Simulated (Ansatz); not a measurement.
TlBr (rock salt, Fm-3m), LDA (plane waves, PAW; program Ansatz). The conduction-band minimum lies at L, with 4 equivalent valleys. Second derivatives d²E/dk² of the lowest band at one valley (eV·Å²), along Cartesian directions:

| direction | d²E/dk² |
|---|---|
| [100] | 29.35 |
| [010] | 29.35 |
| [001] | 29.35 |
| [110] | 30.95 |
| [101] | 27.83 |
| [011] | 27.83 |

Problem. Find the principal effective masses, the density-of-states mass and the conductivity mass.

Solution. Off-diagonal terms follow from H_xy = H[110] − (H_xx + H_yy)/2, and m*/mₑ = 7.620 eV·Å² over each eigenvalue: 0.23, 0.27, 0.27. One valley's DOS mass (m₁m₂m₃)^(1/3) = 0.26, conductivity mass 3/(Σ 1/mᵢ) = 0.26 mₑ.

Problem. What effective density of states Nc follows at 300 K for parabolic valleys?

Solution. Nc = 2.509e19 × 4 × (0.26)^(3/2) ≈ 1.3e19 cm⁻³.

The first step of the workflow began from a Materials Project structure, measured or hypothetical; the Crystallography Open Database copy checked does not list it. COD files the formula under space group No. 221, so this cell is another polymorph or a model. Whether it is the stable phase at ambient conditions was not checked. The cell was relaxed with LDA under the symmetry of its start; whether a distortion lowers the energy is not shown. Scalar-relativistic: spin–orbit coupling is off unless named, which matters more the heavier the elements.

Potentials: the later of the program's two PAW sets.

Edges and masses are those of Kohn–Sham bands, whose gap is no quasiparticle gap.
